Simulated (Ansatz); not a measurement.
How far is PAW off for Ti₂Cd?

```yaml
crystal:
  lattice:
    - [-1.44199, 1.44199, 6.75444]
    - [1.44199, -1.44199, 6.75444]
    - [1.44199, 1.44199, -6.75444]
  atoms:
    - { symbol: Ti, position: [0.32400, 0.32400, 0.00000] }
    - { symbol: Ti, position: [0.67600, 0.67600, 0.00000] }
    - { symbol: Cd, position: [0.00000, 0.00000, 0.00000] }
```

Atoms are numbered in the order listed.

The cell comes from COD entry 1525205, which wasn't checked; take it as a given geometry. The listed cell was then made from it by scaling, straining or moving an atom.

All numbers are computed: DFT, LDA, PAW with Ansatz's default frozen-core files, scalar-relativistic (Ansatz 0.2.0); DFT, LDA, all-electron PAW with datasets made for the crystal, scalar-relativistic (Ansatz 0.2.0); DFT, LDA, all-electron LAPW, scalar-relativistic (Ansatz 0.2.0).

For PAW: a Γ-centred 16×16×16 k mesh, Fermi–Dirac smearing of 0.08 eV, cutoff 420 eV, no spin polarisation; the PAW files were made with PBE, and the program remakes their frozen cores for this functional. The crystal-made all-electron datasets (AE datasets) take a cutoff of 260 eV at this cell. LAPW targets a basis error of 1 meV/atom. The Ansatz runs share mesh, smearing and spin set-up. Plane-wave (PAW) pressures include the program's estimate of the Pulay term.

Stress and pressure are positive in compression.

The change that made this cell: volume scaled by 1.02.

| quantity | PAW | AE datasets | LAPW |
| --- | --- | --- | --- |
| pressure (GPa) | -9.70 | -9.69 | -9.70 |
| stress xx (GPa) | -9.74 | -9.74 | -9.74 |
| stress zz (GPa) | -9.61 | -9.60 | -9.60 |
| force on Ti1, z (eV/Å) | -0.311 | -0.309 | -0.310 |

PAW's pressure differs from the LAPW value by about 0.01 GPa or less. Datasets made for the crystal and LAPW share parts of one code, so their agreement isn't an independent check.
